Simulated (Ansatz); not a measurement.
Cu:
```
Cu
1.0
    0.00000     1.75898     1.75898
    1.75898     0.00000     1.75898
    1.75898     1.75898     0.00000
Cu
1
Direct
  0.00000   0.00000   0.00000
```

Relaxed with LDA in the plane-wave PAW code Ansatz. Indices refer to the conventional cell of Fm-3m, a = 3.518 Å, b = 3.518 Å, c = 3.518 Å, α = 90.00°, β = 90.00°, γ = 90.00°.

**Question.** Simulate the powder diffraction pattern (Fe Kα, λ = 1.93735 Å; lines above 1 %) up to 2θ = 90°.

**Answer.** Simulated powder pattern, Fe Kα, λ = 1.93735 Å (kinematic, ideal powder, no thermal factors, no anomalous dispersion; the 30 strongest lines at most, above 1 %, up to 2θ = 90°):

| 2θ (°) | d (Å) | I/Imax (%) | hkl |
|---|---|---|---|
| 56.97 | 2.031 | 100 | (111) |
| 66.83 | 1.759 | 46 | (200) |

The LDA relaxation kept the symmetry of its start. No spin polarisation was allowed.

Potentials: the earlier of the program's two PAW sets.
